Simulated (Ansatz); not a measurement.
SnAu₅ in space group R32 (No. 155; Sn on 3a, Au on 6c, Au on 9e) at seven volumes, r²SCAN (plane waves, PAW; program Ansatz), shape and atoms relaxed at each. One row is withheld.

| V (Å³/atom) | P (GPa) |
|---|---|
| 16.731 | 16.24 |
| 17.283 | 9.68 |
| 17.834 | 4.34 |
| 18.386 | 0.00 |
| 18.938 | ? |
| 19.489 | -6.33 |
| 20.041 | -8.56 |

**Question.** Fit the shown pressures and predict the withheld one.

**Answer.** P = (3/2)B₀(x^(7/2) − x^(5/2))[1 + (3/4)(B′ − 4)(x − 1)] with x = (V₀/V)^(2/3). Least squares on the six rows gives V₀ = 18.387 Å³/atom, B₀ = 129 GPa, B′ = 6.07. At V = 18.938, x = 0.9805 and P = -3.48 GPa. The run itself gave -3.53 GPa.

The first step of the workflow began from a Materials Project structure, measured or hypothetical; the Crystallography Open Database files this formula in space group No. 155, but the cells were not matched. Whether it is the stable phase at ambient conditions was not checked. Symmetry was held in the r²SCAN relaxation; whether a distortion lowers the energy is not shown. Spin–orbit coupling is left out wherever it is not named.

Potentials: the later of the program's two PAW sets.
